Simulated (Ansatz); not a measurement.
CsPbCl₃ in space group R32 (No. 155; Cs on 3b, Pb on 3a, Cl on 9e), DFT-LDA in the program Ansatz with PAW potentials. The conduction-band minimum lies on the Γ–T line, 96 % of the way from Γ, with 2 equivalent valleys. Second derivatives d²E/dk² of the lowest band at one valley (eV·Å²), along Cartesian directions:

```csv
direction,d²E/dk²
[100],27.85
[010],27.84
[001],25.89
[110],27.85
[101],26.81
[011],26.61
```

Task: Find the principal effective masses, the density-of-states mass and the conductivity mass.

Result: Off-diagonal terms follow from H_xy = H[110] − (H_xx + H_yy)/2, and m*/mₑ = 7.620 eV·Å² over each eigenvalue: 0.27, 0.27, 0.29. One valley's DOS mass (m₁m₂m₃)^(1/3) = 0.28, conductivity mass 3/(Σ 1/mᵢ) = 0.28 mₑ.

Task: What effective density of states Nc follows at 300 K for parabolic valleys?

Result: Nc = 2.509e19 × 2 × (0.28)^(3/2) ≈ 7.4e18 cm⁻³.

The workflow started from a Materials Project entry (that database holds measured and hypothetical structures alike); the Crystallography Open Database copy checked does not list it. COD files the formula under space group No. 221, so this cell is another polymorph or a model. Its standing as an ambient phase is unchecked. The cell was relaxed with LDA under the symmetry of its start; of distortions, only those at the zone centre were tested, and some modes there are weakly imaginary. Spin–orbit coupling is left out wherever it is not named.

Potentials: the later of the program's two PAW sets.

Edges and masses are those of Kohn–Sham bands, whose gap is no quasiparticle gap.
